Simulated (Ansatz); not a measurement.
SnSe2 (CdI2 type)

```
CELL_PARAMETERS angstrom
      3.83990     0.00000     0.00000
     -1.91995     3.32545     0.00000
      0.00000     0.00000     6.00885
ATOMIC_POSITIONS crystal
  Sn 0.00000 0.00000 0.00000
  Se 0.33333 0.66667 0.26521
  Se 0.66667 0.33333 0.73479
```

E(V) scan at fixed shape, V₀ the volume above. The atoms relax within the cell's symmetry.

Level of theory: PBE-D3(BJ) (plane waves to 420 eV, PAW, scalar-relativistic; Ansatz, a quantum-chemistry and plane-wave program). k mesh 10×10×6 (Γ-centred), Fermi-Dirac smearing 0.05 eV. Compression counts positive. SnSe2 was relaxed with its symmetry unable to fall.

At one point of the scan the stress tensor (GPa) is:

```
   -4.6      0.0      0.0
    0.0     -4.6      0.0
    0.0      0.0     -1.5
```

Problem. Which point is it?
(A) V/V₀ = 1.096
(B) V/V₀ = 1.032
(C) V/V₀ = 1.128
(D) V/V₀ = 1.064

Solution. C, V/V₀ = 1.128

(A scan under strain: stresses follow from slopes of the energy per volume, elastic moduli from its curvatures.)
